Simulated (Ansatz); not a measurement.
CsCu₂, all-electron reference calculation

This is CsCu₂ placed on the sites of the fluorite structure (a generated, not necessarily known, phase), then sheared and rattled.

PBE on LAPW, all electrons: scalar relativity, no spin–orbit coupling, point nucleus (Ansatz). Sampling: 2×2×2 (shift 0.5, 0.5, 0.5 mesh steps) mesh with 0.15 eV Fermi–Dirac smearing (a coarse mesh, not converged over the zone). For a metal, stress, forces and moments on so few k-points can be far from the converged ones. On this fcc-type cell the shift lowers the mesh's symmetry. Spin-restricted. The cell's electron count is odd, so a run with spin could end lower. Atoms are numbered as listed.

```xyz
3
Lattice="-4.2762 0.0110 3.9959 0.1076 4.0589 4.1144 -4.3930 4.0571 -0.1058" Properties=species:S:1:pos:R:3 pbc="T T T"
Cs   -8.2318    7.7976    7.6688
Cu  -10.5666    9.7919    9.6116
Cu  -14.6570   13.9143   13.8699
```

```
atom  Fx (eV/Å)  Fy (eV/Å)  Fz (eV/Å)
 Cs1     -0.132      0.006      0.081
 Cu2      0.066      0.008     -0.158
 Cu3      0.066     -0.014      0.077
```

Stress xx yy zz yz xz xy in GPa, positive in compression: 0.24 -0.81 -0.88 -0.34 -0.24 -0.23.

```json
{
 "All-electron free energy E − TS (its zero hangs on the relativistic scheme and nucleus)": "-301958.924 eV",
 "Pressure": "-0.48 GPa",
 "Largest force": "0.172 eV/Å"
}
```

Problem. Repeat with LDA (PW92).

Solution. Beside PBE, the pressure falls by 1.44 GPa to -1.92 GPa, and the forces move by 0.042 eV/Å (r.m.s. over the atoms).

| atom | Fx (eV/Å) | Fy (eV/Å) | Fz (eV/Å) |
| --- | --- | --- | --- |
| Cs1 | -0.099 | 0.005 | 0.059 |
| Cu2 | 0.033 | -0.019 | -0.170 |
| Cu3 | 0.066 | 0.014 | 0.110 |
